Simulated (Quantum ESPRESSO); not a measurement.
# Band energies of LaAlO3

```
CELL_PARAMETERS angstrom
      2.68139     1.54810     4.36414
     -2.68139     1.54810     4.36414
      0.00000    -3.09621     4.36414
ATOMIC_POSITIONS crystal
  O  0.78173 0.25000 0.71827
  O  0.21827 0.75000 0.28173
  O  0.71827 0.78173 0.25000
  O  0.28173 0.21827 0.75000
  O  0.25000 0.71827 0.78173
  O  0.75000 0.28173 0.21827
  Al 0.00000 0.00000 0.00000
  Al 0.50000 0.50000 0.50000
  La 0.25000 0.25000 0.25000
  La 0.75000 0.75000 0.75000
```

norm-conserving PBEsol (Quantum ESPRESSO, 110 Ry, scalar-relativistic); path ΓLB1,BZΓX,QFP1Z,LP; energies in eV from the valence-band maximum.

| k (1/Å) | point | band 28 | band 29 | band 30 | band 31 | band 32 | band 33 | band 34 | band 35 |
|---|---|---|---|---|---|---|---|---|---|
| 0.00 | Γ | -0.20 | -0.20 | -0.10 | -0.10 | -0.05 | 3.84 | 3.84 | 4.73 |
| 0.48 |  | -0.51 | -0.50 | -0.48 | -0.20 | -0.20 | 4.44 | 4.44 | 4.66 |
| 0.72 | L | -0.79 | -0.53 | -0.53 | -0.26 | -0.26 | 4.57 | 4.57 | 4.62 |
| 0.91 |  | -0.93 | -0.76 | -0.76 | -0.30 | -0.30 | 4.59 | 4.59 | 4.64 |
| 1.30 | B1 | -1.65 | -1.00 | -1.00 | -0.53 | -0.53 | 4.59 | 4.59 | 4.73 |
| 1.30 | B | -1.65 | -1.00 | -1.00 | -0.53 | -0.53 | 4.59 | 4.59 | 4.73 |
| 1.69 |  | -0.97 | -0.78 | -0.78 | -0.43 | -0.43 | 4.62 | 4.62 | 4.67 |
| 1.89 | Z | -0.85 | -0.50 | -0.50 | -0.50 | -0.50 | 4.63 | 4.63 | 4.63 |
| 2.07 |  | -0.59 | -0.58 | -0.58 | -0.36 | -0.36 | 4.53 | 4.53 | 4.68 |
| 2.43 |  | -0.32 | -0.32 | -0.19 | -0.13 | -0.13 | 3.99 | 3.99 | 4.72 |
| 2.61 | Γ | -0.20 | -0.20 | -0.10 | -0.10 | -0.05 | 3.84 | 3.84 | 4.74 |
| 2.96 |  | -0.51 | -0.42 | -0.41 | -0.30 | -0.07 | 4.28 | 4.31 | 4.74 |
| 3.31 |  | -1.18 | -0.93 | -0.85 | -0.82 | -0.14 | 4.57 | 4.60 | 4.65 |
| 3.49 | X | -1.29 | -1.18 | -0.97 | -0.91 | -0.14 | 4.58 | 4.59 | 4.65 |
| 3.49 | Q | -1.29 | -1.18 | -0.97 | -0.91 | -0.14 | 4.58 | 4.59 | 4.66 |
| 3.78 | F | -1.32 | -1.22 | -0.94 | -0.94 | 0.00 | 4.59 | 4.59 | 4.59 |
| 3.78 | P1 | -1.25 | -1.17 | -1.04 | -0.93 | -0.19 | 4.59 | 4.59 | 4.65 |
| 3.95 |  | -1.04 | -0.98 | -0.88 | -0.85 | -0.26 | 4.60 | 4.61 | 4.66 |
| 4.29 | Z | -0.85 | -0.50 | -0.50 | -0.50 | -0.50 | 4.63 | 4.63 | 4.63 |
| 4.29 | L | -0.79 | -0.53 | -0.53 | -0.26 | -0.26 | 4.57 | 4.57 | 4.62 |
| 4.41 |  | -0.85 | -0.70 | -0.50 | -0.40 | -0.22 | 4.56 | 4.59 | 4.63 |
| 4.80 | P | -1.25 | -1.17 | -1.04 | -0.93 | -0.19 | 4.59 | 4.59 | 4.66 |

The PBEsol gap is indirect, 3.84 eV, from F to Γ; the smallest direct gap is 3.89 eV.

The 4f states are in the valence at their DFT position.

Geometry of the Materials Project entry, not relaxed at this level.
